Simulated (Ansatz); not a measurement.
**SnAs (Fm-3m), elastic constants by finite strains: input and output**

Level of theory: PBEsol, all-electron LAPW in Ansatz 0.2.0, scalar-relativistic.

Cell and atoms were relaxed beforehand by PAW with this functional.

Command line:

```sh
ansatz run input.yaml --threads 1 --pin off --max-ram 2560MiB --backend cpu --events-out ev --progress --plain --runs-dir out
```

input.yaml:

```yaml
crystal:
  lattice:
    - [0.0, 2.85731864778, 2.85731864778]
    - [2.85731864778, 0.0, 2.85731864778]
    - [2.85731864778, 2.85731864778, 0.0]
  atoms:
    - { symbol: Sn, position: [0.0, 0.0, 0.0] }
    - { symbol: As, position: [0.5, 0.5, 0.5] }
kpoints:
  mp_grid: { grid: [14, 14, 14] }
scf:
  occupations: { method: fermi_dirac, width: 0.1 }
hamiltonian:
  xc: pbesol
  pseudopotentials: { kind: all_electron, lapw: { basis_error: 0.001 } }
elastic:
  mode: relaxed_ion
  stencil: two_point
  amplitude: 0.008
```

The program printed:

```
Warning: RAYON_NUM_THREADS=1 ignored (pool sized by the plan → 1); use --threads N
LAPW: plane waves up to 7.983 Å⁻¹, error target 1.0e-3 eV per atom; small_component_spin mean_spin; As in spheres of 1.340 Å, 23 of its electrons in bands, Dirac shells []; Sn in spheres of 1.432 Å, 22 of its electrons in bands, ...
Engine: ansatz 0.2.0, aarch64-unknown-linux-gnu
Pseudopotentials: kind: all_electron
Pseudopotential: Sn, LAPW, valence charge 22, lapw/all_electron/scalar/gaussian/Sn, Koelling and Harmon's equation, gaussian nucleus
Pseudopotential: As, LAPW, valence charge 23, lapw/all_electron/scalar/gaussian/As, Koelling and Harmon's equation, gaussian nucleus
Functional definition: PBEsol
  exchange = pbesol_x
  correlation = pbesol_c
Crystal: 2 atoms, lattice volume = 46.656 Å³
Basis set: ecut = 242.82608840000844 eV, 411 PW (Γ), exchange–correlation at level 2
Bands: 27, of which v1, the nominal top of the filled ones, is band 23 counted from 1 (22 counted from 0)
Symmetry: 48 space group operations
Space group: Fm-3m (ITA 225), of the structure as read, at distance tolerance 3.6e-5 Å
k-points: 104 of 2744
Non-local potential: Sn, projectors of the file, none
Non-local potential: As, projectors of the file, none
Initial density: superposition of atomic densities (chi_scale 0.1, normalization cell, long waves kept (reshape's long-wave potential 0.00 eV rms))
Initial wavefunctions: plane waves of lowest kinetic energy (no species holds an atomic orbital)
Functional: x = pbesol(κ = 0.804, μ = 0.12345679012345678), c = pbesol(β = 0.046)
iter 1 solved again at ethr=6.74e-4 eV; its pass at ethr=1.00e-1 eV (dr2=3.03e-1 eV) is discarded
SCF iter   1: F=—  HF=-229496.150932 eV  |F-HF|=—  |Δ(HF+E_count)|=         —  Δρ=1.92e-2  dr2=3.04e-1  ethr=6.74e-4  ⟨swp⟩=2.3  Hψ=17883  notcnv=0
preconditioner: auto → Kerker (q_TF=auto, 2.712 Å⁻¹)  [metal: Δε(μ)=0.088 eV  Ē_g=17.985 eV  σ=0.100 eV  W_gap=0.21  n_scr=14 (ndim 8)  ℏωp=23.7 eV  f_vac=0.002  D(μ)=0.56/eV (n_scr^D=0)]
SCF iter   2: F=—  HF=-229496.071944 eV  |F-HF|=—  |Δ(HF+E_count)|=   7.90e-2  Δρ=1.19e-2  dr2=1.17e-1  ethr=6.74e-4  ⟨swp⟩=2.0  Hψ=8301  notcnv=0
SCF iter   3: F=—  HF=-229496.051089 eV  |F-HF|=—  |Δ(HF+E_count)|=   2.09e-2  Δρ=5.52e-3  dr2=2.72e-2  ethr=2.61e-4  ⟨swp⟩=2.0  Hψ=8219  notcnv=0
iter 4 solved again at ethr=4.51e-6 eV; its pass at ethr=6.05e-5 eV (dr2=2.03e-3 eV) is discarded
SCF iter   4: F=—  HF=-229496.048383 eV  |F-HF|=—  |Δ(HF+E_count)|=   2.71e-3  Δρ=1.58e-3  dr2=2.03e-3  ethr=4.51e-6  ⟨swp⟩=2.0  Hψ=14051  notcnv=0
SCF iter   5: F=—  HF=-229496.047295 eV  |F-HF|=—  |Δ(HF+E_count)|=   1.09e-3  Δρ=4.71e-4  dr2=9.36e-5  ethr=4.51e-6  ⟨swp⟩=2.0  Hψ=8206  notcnv=0
SCF iter   6: F=—  HF=-229496.047333 eV  |F-HF|=—  |Δ(HF+E_count)|=   3.79e-5  Δρ=1.30e-4  dr2=7.78e-6  ethr=2.08e-7  ⟨swp⟩=2.6  Hψ=8294  notcnv=0
SCF iter   7: F=—  HF=-229496.047338 eV  |F-HF|=—  |Δ(HF+E_count)|=   4.82e-6  Δρ=4.25e-5  dr2=1.14e-6  ethr=1.73e-8  ⟨swp⟩=2.8  Hψ=8379  notcnv=0
SCF iter   8: F=—  HF=-229496.047335 eV  |F-HF|=—  |Δ(HF+E_count)|=   2.13e-6  Δρ=2.17e-5  dr2=3.39e-7  ethr=2.53e-9  ⟨swp⟩=2.7  Hψ=8290  notcnv=0
[... 71 lines left out ...]
SCF iter   6: F=—  HF=-229496.047052 eV  |F-HF|=—  |Δ(HF+E_count)|=   2.74e-9  Δρ=1.47e-6  dr2=7.55e-10  ethr=1.32e-11  ⟨swp⟩=2.7  Hψ=34242  notcnv=0
SCF iter   7: F=—  HF=-229496.047052 eV  |F-HF|=—  |Δ(HF+E_count)|=  4.95e-10  Δρ=4.03e-7  dr2=8.18e-11  ethr=3.09e-12 (applied; sched 1.68e-12)  ⟨swp⟩=2.4  Hψ=33959  notcnv=0
SCF iter   8: F=—  HF=-229496.047052 eV  |F-HF|=—  |Δ(HF+E_count)|=  4.07e-10  Δρ=1.14e-7  dr2=3.13e-12  ethr=3.01e-12 (applied; sched 1.00e-12)  ⟨swp⟩=2.0  Hψ=33772  notcnv=0
SCF iter   9: F=—  HF=-229496.047052 eV  |F-HF|=—  |Δ(HF+E_count)|=  2.62e-10  Δρ=1.96e-8  dr2=1.31e-13  ethr=3.01e-12 (applied; sched 1.00e-12)  ⟨swp⟩=2.0  Hψ=33772  notcnv=0
SCF iter  10: F=-229496.047052 eV  HF=-229496.047052 eV  |F-HF|=2.91e-11  |Δ(HF+E_count)|=  1.16e-10  Δρ=5.58e-9  dr2=8.39e-15  ethr=3.01e-12 (applied; sched 1.00e-12)  ⟨swp⟩=2.0  Hψ=33772  notcnv=0
SCF 5 converged in 10 iterations: F = -229496.047052 eV  dr2 = 8.39e-15
SCF converged after 14 iterations
Free energy (F): -229496.047335 eV
Harris-Foulkes:  -229496.047335 eV  (|F-HF|=1.75e-10)
Internal energy: -229496.028385 eV  (E = F + TS)
E sigma→0 (E₀):  -229496.037860 eV
Entropy (-TS):   -0.018950 eV (-9.475 meV/atom)
Fermi energy:    12.991259 eV
--- Per-component energies (eV) ---
  E_band       = -1940.855322
  E_kinetic    = 239537.622128
  E_xc         = -6660.923464
  E_electrostatic = -462372.727049  (all electrons and nuclei)
  E_smearing   = -0.018950  (= −TS)
  E_closure    = 0.000000  (closes the sum)
  Σ components = -229496.047335   (vs F -229496.047335, Δ=0.00e0)
  Basis errors (estimates in eV, not in F): energy 3.3e-4 per atom: plane waves 3.2e-4 (1.8e-4 summed), levels above the bands 1.3e-28, relativity 1.3e-8, radial functions 9.8e-6, core shells 2.2e-8; eigenvalues (radial functions ...
--- Forces (eV/Å), atoms counted from 1 ---
  atom   1  Sn     0.00000000     0.00000000     0.00000000
  atom   2  As     0.00000000    -0.00000000     0.00000000
  max |Σ_I F_I| component: 1.24e-30 eV/Å
--- Stress (GPa, compression-positive) ---
       -0.033932      -0.000000       0.000000
       -0.000000      -0.033932       0.000000
        0.000000       0.000000      -0.033932
  P = ⅓ Tr σ = -0.0339 GPa (-0.339 kbar)
--- Elastic constants: 2 strain directions × 2 members + reference (group order 48) ---
  dense FFT box of the reference and of every strained cell: 24×24×24
  strains applied: 11, 23; error gains: componentwise 1.00 (the most a stress slope's error grows in a printed constant), spectral 1.73 (1 for all six strains in a standard setting)
  C = ∂σ_k/∂η_j (tension-positive GPa; Voigt order 11 22 33 23 13 12):
       166.035     25.963     25.963      0.000      0.000     -0.000
        25.963    166.035     25.963     -0.000      0.000      0.000
        25.963     25.963    166.035     -0.000     -0.000      0.000
         0.000     -0.000     -0.000     30.399      0.000     -0.000
        -0.000     -0.000      0.000     -0.000     30.399     -0.000
         0.000     -0.000      0.000     -0.000     -0.000     30.399
  reference stress σ⁰ (GPa):      0.034      0.034      0.034     -0.000      0.000      0.000
  no Pulay correction (none for the plane-wave cutoff is built on LAPW): the batch's stresses and constants are at fixed plane waves
  C* (energy form; C + prestress term) asymmetry max|C*_kj − C*_jk| = 3.553e-15 GPa — a small one proves nothing (zero by symmetry where the batch's group is 432, −43m or m−3m); a large one is finite-difference/SCF noise where ...
  moduli (Voigt/Reuss/Hill, GPa): K = 72.65/72.65/72.65   G = 46.25/39.29/42.77   E = 107.27   ν = 0.254
  mechanically stable: yes (min eigenvalue of sym C = 30.40 GPa)
  where every solve meets its electron count the energy-path curvature estimates C_jj along a normal strain and C_jj − ¼(σ⁰_aa + σ⁰_bb) along a shear (ab), closely only under elastic.basis: deformed
  strain η (Voigt 11):  stress-route row diagonal C_11 = 166.03 GPa, energy-path curvature d²(F+E_count)/dδ²/Ω₀ = 165.99 GPa
         δ    σ_11 (GPa)             F (eV)   n_scf  n_hpsi   n_pw
    -8.000e-3      -1.3634     -229496.0458140      11  264319    411   relax 0 steps, max|allowed force component| 1.18e-30 eV/Å
     8.000e-3       1.2931     -229496.0457634      11  264313    411   relax 0 steps, max|allowed force component| 1.23e-31 eV/Å
  strain η (Voigt 23):  stress-route row diagonal C_44 = 30.40 GPa, energy-path curvature d²(F+E_count)/dδ²/Ω₀ = 30.41 GPa
         δ    σ_23 (GPa)             F (eV)   n_scf  n_hpsi   n_pw
    -8.000e-3      -0.2432     -229496.0470521      10  434883    411   relax 0 steps, max|allowed force component| 2.17e-30 eV/Å
     8.000e-3       0.2432     -229496.0470521      10  435074    411   relax 0 steps, max|allowed force component| 1.97e-30 eV/Å
```

Self-consistency was reached.

**Strained cells**

Elastic constants of a crystal by Kohn-Sham DFT: slopes of the stress over finite engineering strains of the given cell, Voigt indices, Cartesian axes as in the input; stress of each strained cell less that at rest, tension positive.

| strain component | strain | stress xx (GPa) | stress yy (GPa) | stress zz (GPa) | stress yz (GPa) | stress xz (GPa) | stress xy (GPa) | relaxation steps |
| --- | --- | --- | --- | --- | --- | --- | --- | --- |
| xx | -0.008 | -1.397 | -0.2083 | -0.2083 | 0 | 0 | 0 | 0 |
| xx | 0.008 | 1.259 | 0.2071 | 0.2071 | 0 | 0 | 0 | 0 |
| yz | -0.008 | 0.0007 | -0.0016 | -0.0016 | -0.2432 | 0 | 0 | 0 |
| yz | 0.008 | 0.0007 | -0.0016 | -0.0016 | 0.2432 | 0 | 0 | 0 |

**Elastic constants**

| Quantity | Value |
| --- | --- |
| Pressure at rest | -0.034 GPa |
| Least elastic eigenvalue | 30.4 GPa |
| Elastically stable | yes |

```tsv
index	elastic (GPa)
11	166
12	25.96
44	30.4
```

**Elastic moduli**

Hill averages of a grain aggregate, Debye temperature from the mean sound speed over directions.

| Item | Value |
| --- | --- |
| Bulk modulus | 72.65 GPa |
| Shear modulus | 42.77 GPa |
| Young modulus | 107.3 GPa |
| Poisson ratio | 0.2539 |
| Bulk over shear modulus | 1.699 |
| Elastic anisotropy index | 0.8855 |
| Least young modulus | 80.04 GPa |
| Largest young modulus | 159 GPa |
| Longitudinal sound speed | 4338 m/s |
| Transverse sound speed | 2491 m/s |
| Elastic debye temperature | 283.4 K |
| Linear compressibility (x, y, z) | 4.588, 4.588, 4.588 1/TPa |
| Zener ratio | 0.4341 |
| Cauchy pressure | -4.44 GPa |

Limits of these numbers: responses of metals move with mesh and smearing.

It took 6.8 min on 1 thread of Arm Neoverse V1 (shared host), peak memory 1.4 GiB.
